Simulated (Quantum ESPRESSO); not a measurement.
# WMo3Se3S5: input and log of a self-consistent run

A calculation, not a measurement. The program is pw.x of Quantum ESPRESSO 7.5 (plane-wave density functional theory). The cell is made up: 12 atoms on a layered 2H lattice, with randomly drawn elements, strain and displacements, not relaxed. PseudoDojo standard norm-conserving files (v0.5 for PBE, v0.4.1 for LDA and PBEsol) set the functional; there is no spin polarisation, spin-orbit coupling or dispersion term, and the masses in the input are unused placeholders. A spin-polarised start on this cell or one of its family kept no moment above 0.05 Bohr magneton at the same smearing; a narrower smearing was not tried.

Input:

```
&control calculation='scf', pseudo_dir='./dojo.nc.sr.pbe.v0_5.standard.upf', outdir='./o', disk_io='low', tprnfor=.true., tstress=.true. /
&system ibrav=0, nat=12, ntyp=4, nbnd=73, ecutwfc=85.99341389, nosym=.true., tot_charge=0,
 occupations='smearing', smearing='fd', degauss=0.0018374661
/
&electrons conv_thr=7.350e-09, electron_maxstep=60, /
ATOMIC_SPECIES
Mo 1.0 Mo.upf
S 1.0 S.upf
Se 1.0 Se.upf
W 1.0 W.upf
CELL_PARAMETERS angstrom
3.1818 -0.0542 -0.0431
-0.0939 5.4979 -0.0061
-0.1714 -0.014 12.4419
ATOMIC_POSITIONS angstrom
W -0.0901 1.8187 2.9635
Mo 1.6276 0.8115 9.4065
Mo 1.4873 4.5544 3.1483
Mo -0.107 3.6196 9.3117
Se -0.1231 1.7091 7.8135
S -0.2747 1.8858 10.9381
Se 1.5241 0.825 1.5002
S 1.4001 0.852 4.5436
S 1.3281 4.4021 7.7485
Se 1.3037 4.5043 10.7765
S -0.0552 3.5886 1.4776
S -0.2327 3.5134 4.6531
K_POINTS automatic
7 4 2 1 1 1
```

The log is shortened where brackets say so; the opening notice, blank lines, dates and the lines on written files are dropped, and the path of the files is cut. It prints rydbergs, bohrs and kilobars, and counts compression as positive stress. With no partly filled state, the Fermi energy that it prints is only some level between the filled and the empty states on the mesh, and need not lie in the true gap.

```
     Program PWSCF v.7.5
     Parallel version (MPI & OpenMP), running on       4 processor cores
     Number of MPI processes:                 4
     Threads/MPI process:                     1
     [start-up lines left out]
     bravais-lattice index     =            0
     lattice parameter (alat)  =       6.0142  a.u.
     unit-cell volume          =    1468.0634 (a.u.)^3
     number of atoms/cell      =           12
     number of atomic types    =            4
     number of electrons       =       134.00
     number of Kohn-Sham states=           73
     kinetic-energy cutoff     =      85.9934  Ry
     charge density cutoff     =     343.9737  Ry
     scf convergence threshold =      7.3E-09
     mixing beta               =       0.7000
     number of iterations used =            8  plain     mixing
     Exchange-correlation= PBE
                           (   1   4   3   4   0   0   0)
     [axes and pseudopotential details left out]
   Cartesian axes
     site n.     atom                  positions (alat units)
         1        W      tau(   1) = (  -0.0283106   0.5714594   0.9311705  )
         2        Mo     tau(   2) = (   0.5114132   0.2549839   2.9556456  )
         3        Mo     tau(   3) = (   0.4673291   1.4310522   0.9892371  )
         4        Mo     tau(   4) = (  -0.0336208   1.1373258   2.9258582  )
         5        Se     tau(   5) = (  -0.0386796   0.5370216   2.4551041  )
         6        S      tau(   6) = (  -0.0863143   0.5925431   3.4368944  )
         7        Se     tau(   7) = (   0.4788922   0.2592258   0.4713825  )
         8        S      tau(   8) = (   0.4399298   0.2677096   1.4276587  )
         9        S      tau(   9) = (   0.4173064   1.3831975   2.4346802  )
        10        Se     tau(  10) = (   0.4096396   1.4153101   3.3861175  )
        11        S      tau(  11) = (  -0.0173446   1.1275851   0.4642813  )
        12        S      tau(  12) = (  -0.0731174   1.1039563   1.4620650  )
     number of k points=    28  Fermi-Dirac smearing, width (Ry)=  0.0018
                       cart. coord. in units 2pi/alat
        k(    1) = (   0.0735818   0.0736873   0.0650449), wk =   0.0714286
        k(    2) = (   0.0718461   0.0735157  -0.0628758), wk =   0.0714286
     [further k points left out]
     Dense  grid:   158179 G-vectors     FFT dimensions: (  36,  64, 144)
     Estimated max dynamical RAM per process >     452.18 MB
     Estimated total dynamical RAM >       1.65 GB
     Initial potential from superposition of free atoms
     starting charge     133.9948, renormalised to     134.0000
     Starting wfcs are   87 randomized atomic wfcs
     total cpu time spent up to now is       10.1 secs
     per-process dynamical memory:   325.9 Mb
     Self-consistent Calculation
     iteration #  1     ecut=    85.99 Ry     beta= 0.70
     Davidson diagonalization with overlap
     ethr =  1.00E-02,  avg # of iterations =  2.0
     Threshold (ethr) on eigenvalues was too large:
     Diagonalizing with lowered threshold
     Davidson diagonalization with overlap
     ethr =  9.11E-04,  avg # of iterations =  2.0
     total cpu time spent up to now is       46.8 secs
     total energy              =   -1410.56139390 Ry
     estimated scf accuracy    <       1.25731190 Ry
     iteration #  2     ecut=    85.99 Ry     beta= 0.70
     Davidson diagonalization with overlap
     ethr =  9.38E-04,  avg # of iterations =  7.4
     total cpu time spent up to now is       77.6 secs
     total energy              =   -1409.25471021 Ry
     estimated scf accuracy    <      15.13097935 Ry
     iteration #  3     ecut=    85.99 Ry     beta= 0.70
     Davidson diagonalization with overlap
     ethr =  9.38E-04,  avg # of iterations =  8.6
     total cpu time spent up to now is      104.7 secs
     total energy              =   -1411.21103556 Ry
     estimated scf accuracy    <       0.25833414 Ry
     iteration #  4     ecut=    85.99 Ry     beta= 0.70
     Davidson diagonalization with overlap
     ethr =  1.93E-04,  avg # of iterations =  6.4
     total cpu time spent up to now is      127.1 secs
     total energy              =   -1411.23644849 Ry
     estimated scf accuracy    <       0.15075476 Ry
     iteration #  5     ecut=    85.99 Ry     beta= 0.70
     Davidson diagonalization with overlap
     ethr =  1.13E-04,  avg # of iterations =  2.9
     total cpu time spent up to now is      145.3 secs
     total energy              =   -1411.25110157 Ry
     estimated scf accuracy    <       0.02388385 Ry
     [iterations 6 to 13 left out]
     iteration # 14     ecut=    85.99 Ry     beta= 0.70
     Davidson diagonalization with overlap
     ethr =  2.01E-09,  avg # of iterations =  3.3
     total cpu time spent up to now is      333.6 secs
     total energy              =   -1411.25626921 Ry
     estimated scf accuracy    <       0.00000047 Ry
     iteration # 15     ecut=    85.99 Ry     beta= 0.70
     Davidson diagonalization with overlap
     ethr =  3.54E-10,  avg # of iterations =  5.4
     total cpu time spent up to now is      354.8 secs
     total energy              =   -1411.25626929 Ry
     estimated scf accuracy    <       0.00000009 Ry
     iteration # 16     ecut=    85.99 Ry     beta= 0.70
     Davidson diagonalization with overlap
     ethr =  6.64E-11,  avg # of iterations =  5.1
     total cpu time spent up to now is      377.0 secs
     total energy              =   -1411.25626929 Ry
     estimated scf accuracy    <       0.00000018 Ry
     iteration # 17     ecut=    85.99 Ry     beta= 0.70
     Davidson diagonalization with overlap
     ethr =  6.64E-11,  avg # of iterations =  2.9
     total cpu time spent up to now is      396.0 secs
     total energy              =   -1411.25626931 Ry
     estimated scf accuracy    <       0.00000001 Ry
     iteration # 18     ecut=    85.99 Ry     beta= 0.70
     Davidson diagonalization with overlap
     ethr =  9.90E-12,  avg # of iterations =  5.0
     total cpu time spent up to now is      417.8 secs
     End of self-consistent calculation
          k = 0.0736 0.0737 0.0650 ( 19731 PWs)   bands (ev):
   -61.9239 -48.9432 -48.8139 -48.7595 -35.6804 -35.6802 -35.6786 -35.6740
   -35.6284 -35.6245 -35.6199 -35.6044 -35.5921 -35.5884 -35.5860 -35.5774
   -35.5344 -35.5240 -35.5009 -26.2579 -26.2292 -26.1562 -23.2201 -23.1503
   -23.0779 -23.0719 -23.0052 -22.9331 -22.8877 -22.8423 -22.7692  -2.8855
    -2.6596  -1.4256  -1.1926  -0.7684  -0.6907  -0.5423  -0.4339   5.4804
     5.7117   5.9463   6.2706   6.6971   6.9127   7.4345   7.8379   8.5305
     8.5825   8.7515   8.8671   8.9723   9.0791   9.2698   9.4468   9.7138
     9.8319   9.9664  10.2216  10.3319  10.5701  10.7727  11.0289  11.3622
    11.8043  11.9706  12.3422  13.8237  13.8605  14.1042  14.3104  14.4453
    14.5360
     [levels at the other k points left out]
     the Fermi energy is    12.9275 ev
!    total energy              =   -1411.25626931 Ry
     estimated scf accuracy    <          5.3E-09 Ry
     smearing contrib. (-TS)   =      -0.00000000 Ry
     internal energy E=F+TS    =   -1411.25626931 Ry
     The total energy is F=E-TS. E is the sum of the following terms:
     one-electron contribution =    -833.83324446 Ry
     hartree contribution      =     469.26633936 Ry
     xc contribution           =    -272.74667752 Ry
     ewald contribution        =    -773.94268669 Ry
     convergence has been achieved in  18 iterations
     Forces acting on atoms (cartesian axes, Ry/au):
     atom    1 type  4   force =    -0.00356426    0.03604476    0.16684271
     atom    2 type  1   force =    -0.17788346    0.04437569   -0.08632519
     atom    3 type  1   force =    -0.05037893   -0.11959084   -0.05457270
     atom    4 type  1   force =    -0.17871656   -0.05774917   -0.08653274
     atom    5 type  3   force =     0.06314538   -0.00620847   -0.10932910
     atom    6 type  2   force =     0.10633530   -0.00503323    0.05922710
     atom    7 type  3   force =    -0.03105669   -0.03959497   -0.17731195
     atom    8 type  2   force =     0.04180103    0.03502732    0.04732463
     atom    9 type  2   force =     0.06502784    0.04709610   -0.03506236
     atom   10 type  3   force =     0.12134208   -0.02325906    0.25262091
     atom   11 type  2   force =    -0.01117238    0.05501407    0.01344015
     atom   12 type  2   force =     0.05512065    0.03387779    0.00967853
     Total force =     0.545131     Total SCF correction =     0.000414
     Computing stress (Cartesian axis) and pressure
          total   stress  (Ry/bohr**3)                   (kbar)     P=      170.44
   0.00092683   0.00039622   0.00044377          136.34       58.29       65.28
   0.00039622   0.00108947  -0.00004495           58.29      160.27       -6.61
   0.00044377  -0.00004495   0.00145960           65.28       -6.61      214.72
     init_run     :      9.28s CPU      9.67s WALL (       1 calls)
     electrons    :    398.53s CPU    407.72s WALL (       1 calls)
     forces       :      3.66s CPU      3.72s WALL (       1 calls)
     stress       :     12.30s CPU     12.60s WALL (       1 calls)
     [timing details left out]
     PWSCF        :   7m 4.23s CPU   7m14.37s WALL
     JOB DONE.
```

In other units: free energy -19201.120 eV for the cell, pressure 17.04 GPa, largest force component 6.495 eV/Å. A rerun of a related cell, with the same atoms placed differently, at a cutoff of 1467 eV and k mesh 9 x 6 x 4 moved values by no more than 0.003 eV in energy, 0.03 GPa in stress and 0.004 eV/Å in force.